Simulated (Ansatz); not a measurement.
Before relaxation, C put at a top Hf site (HfN, Fm-3m (No. 225), (1 1 1) face):

```yaml
crystal:
  lattice:
    - [3.18308, 0.00000, 0.00000]
    - [-1.59154, 2.75663, 0.00000]
    - [0.00000, 0.00000, 25.49743]
  atoms:
    - { symbol: N, position: [0.33333, 0.66667, 0.33337] }
    - { symbol: Hf, position: [0.66667, 0.33333, 0.38433] }
    - { symbol: N, position: [0.00000, 0.00000, 0.43530] }
    - { symbol: Hf, position: [0.33333, 0.66667, 0.48802] }
    - { symbol: N, position: [0.66667, 0.33333, 0.53722] }
    - { symbol: Hf, position: [0.00000, 0.00000, 0.58746] }
    - { symbol: C, position: [0.00000, 0.00000, 0.68629] }
```

Computed with Ansatz, DFT PBEsol, scalar-relativistic, plane waves, PAW. Cutoff 420 eV; k points 9×9×1 on the computed 7-atom cell (Γ-centred); Gaussian smearing, width 0.10 eV; no spin polarisation. The cell repeats along c with a dipole correction in the vacuum.

Atoms 1, 2, 3 (counted from 1) are held. The cell is fixed. Force threshold 0.03 eV/Å.

Question: Where does it end?

Answer: The energy falls by 0.658 eV in 6 steps, to:

```
CELL_PARAMETERS angstrom
3.18308 0.00000 0.00000
-1.59154 2.75663 0.00000
0.00000 0.00000 25.49743
ATOMIC_POSITIONS crystal
N 0.33333 0.66667 0.33337
Hf 0.66667 0.33333 0.38433
N 0.00000 0.00000 0.43530
Hf 0.33333 0.66667 0.48771
N 0.66667 0.33333 0.53715
Hf 0.00000 0.00000 0.58815
C 0.00000 0.00000 0.67103
```

The end is the local minimum or symmetric point that this start leads to. The slab is only 6.5 Å thick, so the energy isn't converged with thickness.

Spin–orbit coupling is left out, which can shift energies with elements as heavy as these. Spin polarisation was left out, and a magnetic state may lie lower.